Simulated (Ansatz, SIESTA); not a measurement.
**One calculation of GeCN2, 3 ways**

```
Ge N C
1.0
     1.79379    1.03565    4.92196
    -1.79379    1.03565    4.92196
     0.00000   -2.07129    4.92196
Ge N C
1 2 1
Cartesian
  0.0111 0.0345 0.0193
  -0.0263 -0.0110 8.5986
  0.0123 -0.0697 6.2020
  -0.0371 0.0340 7.3699
```

The cell comes from a database or a generator and needn't be the stable form of this composition.

Atoms were shifted at random by some hundredths of an Å from the given cell, which wasn't relaxed again for these runs.

Alike in all runs: task single point; functional PBE; k mesh 9 × 9 × 9; occupations fermi-dirac, width 0.05 eV; no spin polarisation; no spin-orbit coupling. Pressure is positive in compression and, in plane waves, holds the error of the finite cutoff, which Ansatz's Pulay term estimates and takes out.

```csv
program and potentials,plane-wave cutoff (eV),notes,pressure (GPa),largest force (eV/Å),energy over the undisturbed cell (meV/atom)
"Ansatz, Ansatz PAW",420,Pulay term of +0.45 GPa included,7.36,5.565,57.22
"Ansatz, all-electron LAPW, scalar-relativistic",-,-,7.30,5.540,-
"SIESTA, files PseudoDojo sr-pbe-0.4.1-standard, DZP (energy shift 0.003 Ry; two zetas on semicore shells)",-,atomic basis,12.56,8.157,96.82
```

Force on atom 3 (N), eV/Å:

```tsv
program and potentials	x	y	z
Ansatz, Ansatz PAW	-0.020	0.123	-5.563
Ansatz, all-electron LAPW, scalar-relativistic	-0.023	0.128	-5.539
SIESTA, files PseudoDojo sr-pbe-0.4.1-standard, DZP (energy shift 0.003 Ry; two zetas on semicore shells)	0.097	-0.097	-8.156
```

The pressure spans 7.30 (Ansatz, all-electron LAPW, scalar-relativistic) to 12.56 GPa (SIESTA, files PseudoDojo sr-pbe-0.4.1-standard, DZP (energy shift 0.003 Ry; two zetas on semicore shells)), with all-electron results at 7.30. Rows in atomic bases carry the error of their basis and grid, which can be large.

Differences between rows come from potentials, basis sets and numerical settings, since the functional is the same but for its coding. Runs on potential files found faulty are left out.
